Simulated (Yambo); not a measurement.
Yambo run on WS₂ (space group R3m, No. 160). The wavefunctions are PBEsol (Quantum ESPRESSO, PseudoDojo norm-conserving, 74 Ry, with spin-orbit coupling) ones on a 4×4×4 mesh (26 occupied bands); a = b = c = 6.3070 Å, α = β = γ = 28.99°.

Yambo input:

```
rim_cut
gw0
dyson
el_el_corr
HF_and_locXC
cohsex
em1s
RandQpts= 1000000
RandGvec= 1 Ry
EXXRLvcs= 74 Ry
VXCRLvcs= 296 Ry
Chimod= "HARTREE"
% BndsRnXs
 5 | 214 |
%
NGsBlkXs= 8 Ry
% LongDrXs
 1.0 | 1.0 | 1.0 |
%
ExtendOut
% QPkrange
 2 | 2 | 27 | 27 |
 13 | 13 | 26 | 27 |
%
```

k points by index: 2 = (0, 0, 0.25), 13 = Z.

Table of the .qp output:

```
#    K-point    Band    Eo [eV]    E [eV]    E-Eo [eV]    Vxc [eV]    Vnlxc [eV]    Sc|Eo [eV]    Re(Z)    Im(Z)
#
    2    27    1.170793    -0.150417    -1.321210    -14.67638    -10.43559    -5.562002    1.000000    0.000000
    13    26    0.000000    -2.051800    -2.051800    -15.55105    -15.94068    -1.662171    1.000000    0.000000
    13    27    2.076087    0.627934    -1.448154    -14.96616    -10.83001    -5.584300    1.000000    0.000000
```
(The two width columns are left out.) Convergence of these settings isn't established.

Geometry relaxed with PBE+D3(BJ).

This is not the ordinary phase of the substance.
